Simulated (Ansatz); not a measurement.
# Lu (fcc): energy against volume

The calculation used DFT, LDA (PW92), plane waves (420 eV) with PAW, scalar-relativistic (Ansatz 0.2.0). (PAW data from PBE, frozen cores regenerated.)

The cell is scaled uniformly from the relaxed one, with fractional coordinates and shape fixed. Energies are extrapolated to zero smearing, pressures are those at the given smearing. Magnetic state: spin not included.

A Birch-Murnaghan fit gives V₀ = 25.50 Å³/atom, B₀ = 54 GPa, B₀′ = 3.6.

(1) What are the energy above the minimum and the pressure at 23.572 Å³/atom?

(2) What are the energy above the minimum and the pressure at 26.647 Å³/atom?

(3) What are the energy above the minimum and the pressure at 27.672 Å³/atom?

## Answers

(1) 27.7 meV/atom and 5.02 GPa as computed.

(2) 8.0 meV/atom and -1.94 GPa as computed.

(3) 27.2 meV/atom and -3.52 GPa as computed.
